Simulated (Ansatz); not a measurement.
Al in space group Fd-3m (No. 227; Al on 8a, Al on 16d) under volume change, plane-wave PAW PBEsol (Ansatz code), scaled uniformly.

| V (Å³/atom) | E − E(relaxed) (meV/atom) | P (GPa) |
|---|---|---|
| 15.555 | 36.1 | 8.19 |
| 16.068 | 15.1 | 5.00 |
| 16.580 | 3.6 | 2.29 |
| 17.093 | 0.0 | 0.00 |
| 17.606 | 3.2 | -1.93 |
| 18.119 | 12.0 | -3.55 |
| 18.632 | 25.6 | -4.90 |

Question: What does a third-order Birch–Murnaghan fit give for V₀, B₀ and B′?

Answer: V₀ = 17.09 Å³/atom, B₀ = 69.7 GPa, B′ = 4.7.

The start of the workflow was typed in or built on a structure type; neither database checked (COD, Materials Project) lists it. It is not the phase usual at ambient conditions (space group No. 225). The PBEsol relaxation kept the symmetry of its start. At this level the phase is dynamically unstable (imaginary phonons).

Potentials: the later of the program's two PAW sets.
